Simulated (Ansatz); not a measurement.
The relaxed structure here is a generated cell of VN: the first start was made by placing the elements on the sites of a structure type, and the end was not matched to a known phase here, so it may be hypothetical. Known forms of VN include space group No. 225.

One stationary structure of VN. Space group I4₁md (No. 109). All values below come from PBE (plane waves to 420 eV, PAW, scalar-relativistic; Ansatz, a first-principles code).

```cif
data_N4V4
_chemical_formula_sum 'V4 N4'
_space_group_name_H-M_alt 'I41md'
_space_group_IT_number 109
_space_group_name_Hall 'I 4bw -2'
_cell_length_a 2.68453
_cell_length_b 2.68453
_cell_length_c 9.53543
_cell_angle_alpha 90.000
_cell_angle_beta 90.000
_cell_angle_gamma 90.000
loop_
_atom_site_label
_atom_site_type_symbol
_atom_site_symmetry_multiplicity
_atom_site_Wyckoff_symbol
_atom_site_fract_x
_atom_site_fract_y
_atom_site_fract_z
_atom_site_occupancy
V1 V 4 a 0.00000 0.00000 0.28605 1
N1 N 4 a 0.00000 0.00000 0.70372 1
```
(The calculation used a cell of 4 atoms; values per cell refer to that cell.)

Task: Predict the band gap from PBE.

Result: No clear gap: the sampled points leave 0.05 eV away from the symmetry points, which may be a band crossing missed between them.

Task: Estimate the smallest direct gap that PBE returns for this input.

Result: 0.08 eV at k = (0.3158, -0.3684, 0.3684).

No spin polarisation in the result.

The run could not lose the symmetry of its start: the end is stationary, and may be a saddle point rather than a minimum.

It was reached from a disturbed copy of a I4₁/amd (No. 141) cell (AFLOW prototype AB_tI8_141_a_b ("40", as in NbP)), against which it lies -0.55 eV/atom.
